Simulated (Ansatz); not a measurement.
An Ansatz (a program for electronic structure) run. Input:

Ansatz 0.2 input:
```yaml
crystal:
  lattice:
    - [3.2507370894, 0.0, 0.0]
    - [0.0, 3.2507370894, 0.0]
    - [0.0, 0.0, 7.2154857258]
  atoms:
    - { symbol: Zr, position: [0.0, 0.5, 0.6892494388] }
    - { symbol: Zr, position: [0.5, 0.0, 0.3107505612] }
    - { symbol: Si, position: [0.5, 0.5, 0.0] }
    - { symbol: Si, position: [0.0, 0.0, 0.0] }
    - { symbol: O, position: [0.0, 0.5, 0.38832375] }
    - { symbol: O, position: [0.5, 0.0, 0.61167625] }
kpoints:
  mp_grid: { grid: [13, 13, 6] }
hamiltonian:
  xc: lda
  pseudopotentials: { kind: paw }
scf:
  occupations: { method: fermi_dirac, width: 0.1 }
phonons:
  method: dfpt
  response_accuracy: low
  eigenvectors: true
  rigid_motions: translations
```

Output (shortened):

```
zone centre: on kpoints.mp_grid the ground state, and the responses unless they are solved on pairs of k-points, stand on 196 of the mesh's 1014 k-points, …
Pseudopotentials: kind: paw
Pseudopotential: Zr, paw, valence charge 12
Pseudopotential: Si, paw, valence charge 4
Pseudopotential: O, paw, valence charge 6
Functional definition: SPW92
Crystal: 6 atoms, lattice volume = 76.248 Å³
Basis set: ecut = 420 eV, 1497 PW (Γ), exchange–correlation on 48×48×100 points (8 copies of the dense FFT grid, shifted against one another)
Bands: 28, of which v1, the nominal top of the filled ones, is band 22 counted from 1 (21 counted from 0)
Symmetry: 16 space group operations
k-points: 196 of 1014 (irreducible under 4 space group operations, time reversal used)
PAW frozen core: Zr, regenerated for the run's functional, and the local potential with it
PAW frozen core: Si, regenerated for the run's functional, and the local potential with it
PAW frozen core: O, regenerated for the run's functional, and the local potential with it
Initial wavefunctions: pseudopotential atomic-orbital guess
Eigensolver: davidson
Functional: x = slater, c = lda
SCF iter   1: F=—  HF=-10489.279934 eV  |F-HF|=—  |Δ(HF+E_count)|=         —  Δρ=1.01e-2  dr2=5.50e-2  ethr=1.77e-3  ⟨swp⟩=5.3  Hψ=24836  notcnv=0
all-band conjugate gradients solve this SCF's bands
preconditioner: auto → Kerker (q_TF=auto, 2.489 Å⁻¹)
SCF iter   2: F=—  HF=-10489.269102 eV  |F-HF|=—  |Δ(HF+E_count)|=   1.08e-2  Δρ=3.88e-3  dr2=6.71e-3  ethr=1.25e-4  ⟨swp⟩=2.0  Hψ=8453  notcnv=0
SCF iter   3: F=—  HF=-10489.268205 eV  |F-HF|=—  |Δ(HF+E_count)|=   8.96e-4  Δρ=1.97e-3  dr2=1.80e-3  ethr=1.52e-5  ⟨swp⟩=2.5  Hψ=7590  notcnv=0
SCF iter   4: F=—  HF=-10489.267924 eV  |F-HF|=—  |Δ(HF+E_count)|=   2.81e-4  Δρ=3.81e-4  dr2=3.91e-4  ethr=4.09e-6  ⟨swp⟩=2.2  Hψ=7679  notcnv=0
SCF iter   5: F=—  HF=-10489.267854 eV  |F-HF|=—  |Δ(HF+E_count)|=   6.97e-5  Δρ=8.61e-5  dr2=3.11e-5  ethr=8.88e-7  ⟨swp⟩=2.0  Hψ=6039  notcnv=0
SCF iter   6: F=—  HF=-10489.267847 eV  |F-HF|=—  |Δ(HF+E_count)|=   7.08e-6  Δρ=2.62e-5  dr2=2.05e-6  ethr=7.06e-8  ⟨swp⟩=2.3  Hψ=7569  notcnv=0
SCF iter   7: F=—  HF=-10489.267846 eV  |F-HF|=—  |Δ(HF+E_count)|=   6.16e-7  Δρ=4.39e-6  dr2=2.14e-8  ethr=4.66e-9  ⟨swp⟩=2.0  Hψ=7549  notcnv=0
SCF iter   8: F=—  HF=-10489.267846 eV  |F-HF|=—  |Δ(HF+E_count)|=   4.17e-9  Δρ=8.95e-7  dr2=6.10e-10  ethr=4.87e-11  ⟨swp⟩=2.1  Hψ=8766  notcnv=0
SCF iter  10: F=-10489.267846 eV  HF=-10489.267846 eV  |F-HF|=1.82e-12  |Δ(HF+E_count)|=  3.64e-12  Δρ=2.50e-8  dr2=3.89e-13  ethr=1.00e-12  ⟨swp⟩=5.0  Hψ=21994  notcnv=0
SCF 1 converged in 10 iterations: F = -10489.267846 eV  dr2 = 3.89e-13
DFPT response loops at Γ: preconditioner auto → Kerker (q_TF=auto, 2.489 Å⁻¹) (partly filled bands, converged f_vac=0.000) …
SCF converged after 10 iterations
Free energy (F): -10489.267846 eV
Harris-Foulkes:  -10489.267846 eV  (|F-HF|=1.82e-12)
Internal energy: -10489.226852 eV  (E = F + TS)
E sigma→0 (E₀):  -10489.247349 eV
Entropy (-TS):   -0.040994 eV (-6.832 meV/atom)
Fermi energy:    15.032958 eV
--- Per-component energies (eV) ---
  E_band       = -88.257982
  E_kinetic    = 1109.514994
  E_local      = -2227.926150  (includes V_loc(G=0)·N_el)
  E_nonlocal   = 320.742609
  E_hartree    = 813.400125
  E_xc         = -583.641346
  E_vxc        = -672.349314  (∫ρ·V_xc dr)
  E_paw        = -6964.170288  (= ΣΔE_a)
  E_vpaw       = -245.045399  (= ΣTr[D̂ρ^β])
  E_aug_tail   = 0.005015  (compensation charges beyond the density's cutoff)
  E_ewald      = -2958.255117
  E_core_change = 1.103306  (= ΣΔE_core)
  E_smearing   = -0.040994  (= −TS)
  E_closure    = 0.000000  (closes the sum)
  Σ components = -10489.267846   (vs F -10489.267846, Δ=0.00e0)
  [band-id]    e_kinetic+e_local+e_nonlocal+2·e_hartree+e_vxc+e_vpaw+e_augmentation_tail = -88.257996   (vs E_band -88.257982, Δ=-1.44e-5)
--- Band table (eV; the first three rows and the last of 196) ---
  k-point 0: bands = ["-34.8862", "-34.8516", "-13.3952", "-12.9755", "-12.7832", "-12.7832", "-12.7141", "-12.7141", "-5.0667", "-4.6483", "1.6729", "7.9603", "8.0051", "9.0379", "9.0379", "10.4823", "10.4823", "11.6961", "12.0410", "12.3696", "12.3696", "12.6522", "14.9483", "15.9974", "16.2857", "16.2857", "17.0353", "17.0769"]
  k-point 1: bands = ["-34.8861", "-34.8516", "-13.3909", "-12.9806", "-12.7831", "-12.7831", "-12.7142", "-12.7142", "-5.0602", "-4.6485", "1.6362", "7.8472", "8.3290", "9.0399", "9.0399", "10.4815", "10.4815", "11.6821", "11.7407", "12.3695", "12.3695", "12.5734", "15.0796", "16.0862", "16.2499", "16.2499", "17.0888", "17.1689"]
  k-point 2: bands = ["-34.8859", "-34.8518", "-13.3819", "-12.9913", "-12.7827", "-12.7827", "-12.7146", "-12.7146", "-5.0472", "-4.6488", "1.5647", "7.7916", "8.9755", "9.0436", "9.0436", "10.4793", "10.4793", "10.8396", "11.8629", "12.3695", "12.3695", "12.3865", "15.4240", "16.1403", "16.1828", "16.1828", "17.1155", "17.4666"]
  k-point 195: bands = ["-34.7833", "-34.7828", "-13.2417", "-13.2326", "-13.1374", "-13.1231", "-13.0396", "-13.0306", "-4.7083", "-4.7036", "6.6670", "7.2926", "7.5694", "7.5828", "7.7051", "8.2768", "9.8389", "9.9059", "10.0233", "10.0900", "12.2891", "12.3862", "15.6738", "15.6921", "17.3309", "17.3379", "18.6918", "18.7765"]
  band table: 28 of 28 bands, residual norms ≤ 1.0e-3 eV
--- Phonons (Γ-DFPT): 6 representative perturbations + reference, on 196 of 1014 k-points (Σ response iterations 19) ---
  k mesh reduced under 4 symmetry operations, with k and −k counted as one. Each operation leaves every solved displacement unchanged or reverses it
  ASR residual: 6.394e-4 → 0.000e0 eV/Å²; symmetrization residual: 2.474e-5 eV/Å²
  ASR residual per site (eV/Å²): 6.39e-4 6.39e-4 9.00e-5 9.00e-5 7.85e-5 7.85e-5
  Γ frequencies (cm⁻¹): 0.00 0.00 0.00 158.05 158.05 210.07 210.07 263.68 263.68 269.51 270.40 333.01 364.89 364.89 447.52 497.84 523.80 523.80
  non-analytic LO–TO correction: not included (Born effective charges unavailable; polar crystals: no LO–TO splitting at Γ)
```

Cost: very roughly 2.7 core-minutes on shared cores.

Space group P4/nmm. The first step of the workflow began from a Materials Project structure, measured or hypothetical; the Crystallography Open Database copy checked does not list it. Whether it is the stable phase at ambient conditions was not checked. Symmetry was held in the LDA relaxation; of distortions, only those at the zone centre were tested. No spin polarisation was allowed. As this level gives no gap, phonon frequencies hold no LO–TO term and depend on the k-mesh and smearing (Fermi–Dirac, 0.1 eV here). Scalar-relativistic: spin–orbit coupling is off unless named, which matters more the heavier the elements.

Potentials: the later of the program's two PAW sets.

Ansatz is a plane-wave DFT program.
